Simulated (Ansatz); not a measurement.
Ge:
```xyz
12
Lattice="5.9512 0.0000 0.0000 0.0000 5.9512 0.0000 0.0000 0.0000 7.0817" Properties=species:S:1:pos:R:3 pbc="T T T"
Ge     0.5011     0.5011     0.0000
Ge     2.4745     3.4767     5.3112
Ge     5.4501     5.4501     3.5408
Ge     3.4767     2.4745     1.7704
Ge     1.0080     2.2180     1.7315
Ge     0.7576     3.9836     7.0427
Ge     4.9432     3.7332     5.2723
Ge     5.1935     1.9676     3.5019
Ge     3.9836     0.7576     0.0389
Ge     3.7332     4.9432     1.8093
Ge     1.9676     5.1935     3.5797
Ge     2.2180     1.0080     5.3502
```

Relaxed with r²SCAN. Special points in fractions of this cell's reciprocal vectors: Γ (0.000, 0.000, 0.000); X (0.000, 0.500, 0.000); M (0.500, 0.500, 0.000); Z (0.000, 0.000, 0.500); R (0.000, 0.500, 0.500); A (0.500, 0.500, 0.500).

Question: List the band energies nearest the valence-band maximum at these points for the program Ansatz at the r²SCAN with spin–orbit coupling level (PAW).

Answer: In eV from the valence-band maximum; about four levels below and three above (degenerate sets whole), none deeper than 8.9 eV; points with the same levels are listed once.

```
k                    below                          above
-  -----------------------  -----------------------------
Γ  -0.97 -0.97 -0.27 -0.27  1.72 1.72 1.94 1.94 1.95 1.95
X  -0.19 -0.19 -0.16 -0.16            1.51 1.51 1.52 1.52
M  -0.21 -0.21 -0.21 -0.21            1.41 1.41 1.41 1.41
Z  -0.80 -0.80 -0.79 -0.79            1.11 1.11 1.14 1.14
R  -0.63 -0.63 -0.63 -0.63            1.11 1.11 1.11 1.11
A  -1.10 -1.10 -1.09 -1.09            1.54 1.54 1.56 1.56
```

Space group P4_32_12. The first step of the workflow began from a Materials Project structure, measured or hypothetical; the Crystallography Open Database files this formula in space group No. 96, but the cells were not matched. It is not the phase usual at ambient conditions (space group No. 227). The cell was relaxed with r²SCAN under the symmetry of its start; its stability against distortions is not shown here.

Potentials: the later of the program's two PAW sets.
